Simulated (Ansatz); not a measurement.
Input:

NbAs:
```
NbAs
1.0
   -1.70853     1.70853     5.76554
    1.70853    -1.70853     5.76554
    1.70853     1.70853    -5.76554
Nb As
2 2
Direct
  0.99926   0.99926   0.00000
  0.74926   0.24926   0.50000
  0.41774   0.41774   0.00000
  0.16774   0.66774   0.50000
```

This is the LDA-relaxed structure.

Q: All from the program Ansatz at the LDA level (PAW), unless another level is named. Estimate the electronic character.

A: no gap, with almost no states at the Fermi level (zero-gap or semimetallic).

Q: Next, the formation energy from the elements (no fitted shifts)?

A: -773 meV/atom.

Space group I4_1md. The LDA relaxation kept the symmetry of its start. No spin polarisation was allowed. A small band overlap can be real or an error of a semilocal functional. The references are the lowest solids computed at this level, not always the standard phases. Spin–orbit coupling is left out wherever it is not named.

Potentials: the earlier of the program's two PAW sets.
